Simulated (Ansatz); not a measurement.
# Run times of several calculations on SiO₂

Cell: 12 atoms, space group P4_12_12, a = 4.972 Å, b = 4.972 Å, c = 6.922 Å, α = 90.00°, β = 90.00°, γ = 90.00°.

All runs are DFT with Ansatz 0.2.0 on 1 thread of Intel Xeon Platinum 8259CL CPU @ 2.50GHz (Skylake/Cascade Lake) (x86_64; 8 cores open to the job, memory cap 3.0 GiB, no GPU), a shared host.

**Question.** Rank the runs by wall time, shortest first.
A. single point, PBE, gradients read without the response of the cores, 420 eV, 5×5×4 k-points, smearing 0.02 eV
B. relaxation of the ions, PBE, gradients read without the response of the cores, 420 eV, 5×5×4 k-points, smearing 0.02 eV
C. single point at relaxed positions, r2SCAN, gradients read without the response of the cores, 500 eV, 5×5×4 k-points, smearing 0.02 eV

**Answer.** A (15 s, 0.46 GiB), C (31 s, 0.75 GiB), B (50 s, 0.5 GiB).
